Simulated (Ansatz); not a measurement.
Consider the following.

GeRh:
```cif
data_GeRh
_chemical_formula_sum 'Rh1 Ge1'
_space_group_name_H-M_alt 'P 1'
_space_group_IT_number 1
_cell_length_a 3.04655
_cell_length_b 3.04655
_cell_length_c 3.04655
_cell_angle_alpha 90.000
_cell_angle_beta 90.000
_cell_angle_gamma 90.000
loop_
_space_group_symop_operation_xyz
  'x, y, z'
loop_
_atom_site_label
_atom_site_type_symbol
_atom_site_fract_x
_atom_site_fract_y
_atom_site_fract_z
_atom_site_occupancy
Rh1 Rh 0.00000 0.00000 0.00000 1
Ge1 Ge 0.50000 0.50000 0.50000 1
```

This is the r²SCAN-relaxed structure.

**Question.** All from DFT-r²SCAN in the program Ansatz with PAW potentials, unless another level is named. Predict the bulk modulus (Birch–Murnaghan fit).

**Answer.** 195 GPa.

**Question.** Predict the elastic constants (relaxed ions, GPa).

**Answer.** C11 = 144, C12 = 222, C44 = 41.3.

Space group Pm-3m (CsCl type). A made-up cell: these elements were put on the sites of a structure type; neither database checked (COD, Materials Project) lists it. COD files the formula under space group No. 62, so this cell is another polymorph or a model. Its standing as an ambient phase is unchecked. The r²SCAN relaxation kept the symmetry of its start. At this level the phase is mechanically unstable. The run is not spin-polarised. As this level gives no gap, shear constants depend on the k-mesh and smearing (Fermi–Dirac, 0.1 eV here). On the denser mesh and wider smearing of the elastic run this cell carries a stress of 0.6 GPa.

Potentials: the later of the program's two PAW sets.
